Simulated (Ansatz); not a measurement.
AlN (wurtzite)

```
CELL_PARAMETERS angstrom
      3.10673     0.00000     0.00000
     -1.55337     2.69051     0.00000
      0.00000     0.00000     4.97852
ATOMIC_POSITIONS crystal
  Al 0.66667 0.33333 0.00341
  Al 0.33333 0.66667 0.50341
  N  0.66667 0.33333 0.62179
  N  0.33333 0.66667 0.12179
```

The relaxed cell is deformed in two ways at once: its volume V is scaled, and at that volume it is stretched along z (the c axis of the conventional cell) so that c/a changes. Fractional atomic positions are held.

The numbers are results of r2SCAN (plane waves to 500 eV, PAW, scalar-relativistic; Ansatz, a program for electronic structure), not measurements. k mesh 12×12×7 (Γ-centred), Fermi-Dirac smearing 0.05 eV. Compression counts positive. As the atoms are clamped, bonds stretch with the cell, which overstates energies and stresses. AlN was relaxed with its symmetry unable to fall.

At one point of the scan the stress tensor (GPa) is:

```
   -2.9      0.0      0.0
    0.0     -2.9      0.0
    0.0      0.0      5.6
```

**Question.** Which point is it?
A) V/V₀ = 1.000, (c/a)/(c/a)₀ = 0.980
B) V/V₀ = 0.960, (c/a)/(c/a)₀ = 0.980
C) V/V₀ = 1.020, (c/a)/(c/a)₀ = 1.000
D) V/V₀ = 1.000, (c/a)/(c/a)₀ = 0.960

**Answer.** A, V/V₀ = 1.000, (c/a)/(c/a)₀ = 0.980

(A scan under strain: stresses follow from slopes of the energy per volume, elastic moduli from its curvatures.)
